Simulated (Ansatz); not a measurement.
# Lu3Sc: Sc vacancy

Level of theory: PBEsol, no spin polarisation, scalar-relativistic; Ansatz, plane waves to 420 eV (PAW set soft_2), k-mesh 3×3×3.

The relaxed host crystal (no gap at this level of theory):

```yaml
crystal:
  lattice:
    - [6.80694, 0.00000, 0.00000]
    - [-3.40347, 5.89499, 0.00000]
    - [0.00000, 0.00000, 5.27654]
  atoms:
    - { symbol: Lu, position: [0.16813, 0.33626, 0.25000] }
    - { symbol: Lu, position: [0.16813, 0.83187, 0.25000] }
    - { symbol: Lu, position: [0.66374, 0.83187, 0.25000] }
    - { symbol: Lu, position: [0.83187, 0.66374, 0.75000] }
    - { symbol: Lu, position: [0.83187, 0.16813, 0.75000] }
    - { symbol: Lu, position: [0.33626, 0.16813, 0.75000] }
    - { symbol: Sc, position: [0.33333, 0.66667, 0.75000] }
    - { symbol: Sc, position: [0.66667, 0.33333, 0.25000] }
```

Supercell of 24 atoms, rows of the matrix [[-1,-1,1],[1,0,1],[0,1,1]] times the cell vectors; Sc vacancy at (0.333, 0.667, 0.750) in fractions of the cell above. Atoms are relaxed at the host's cell, from a start shaken by 0.03 Å near the defect. The cell loses 1 of its 6 Sc, so this is a heavily defective crystal.

Distances from the empty Sc site (Å), by shell of the perfect crystal:

| shell | perfect crystal | relaxed, charge 0 |
| --- | --- | --- |
| 6 Lu | 3.28 | 3.29 |
| 6 Lu | 3.40 | 3.43 |

```csv
charge,gap of the cell on the mesh (eV)
0,0.00
```

Formation energy of the neutral defect: 1.94 eV, taking atoms from and to the elements' standard states (no corrections for gases), so it belongs to those chemical potentials alone.

Relaxed cell at charge 0:

```
Lu3Sc V_Sc charge 0
1.0
    -3.4035   -5.8950    5.2765
     6.8069    0.0000    5.2765
    -3.4035    5.8950    5.2765
Lu Sc
18 5
Direct
  0.9119 0.0859 0.2491
  0.2505 0.4146 0.5865
  0.5832 0.7504 0.9156
  0.7517 0.9163 0.5786
  0.0803 0.2544 0.9165
  0.4161 0.5834 0.2494
  0.5830 0.2462 0.4187
  0.9203 0.5837 0.7465
  0.2487 0.9175 0.0828
  0.7508 0.5855 0.4112
  0.0873 0.9148 0.7477
  0.4151 0.2503 0.0839
  0.9160 0.7510 0.0813
  0.2518 0.0794 0.4177
  0.5809 0.4155 0.7540
  0.0813 0.4214 0.2476
  0.4171 0.7492 0.5824
  0.7452 0.0852 0.9180
  0.2482 0.5821 0.9145
  0.5841 0.9185 0.2507
  0.7474 0.4189 0.0828
  0.0848 0.7503 0.4140
  0.4163 0.0814 0.7515
```

Caveats: small supercell, so energies and levels can be off by tenths of an eV; one random start near the defect, so other minima are possible.
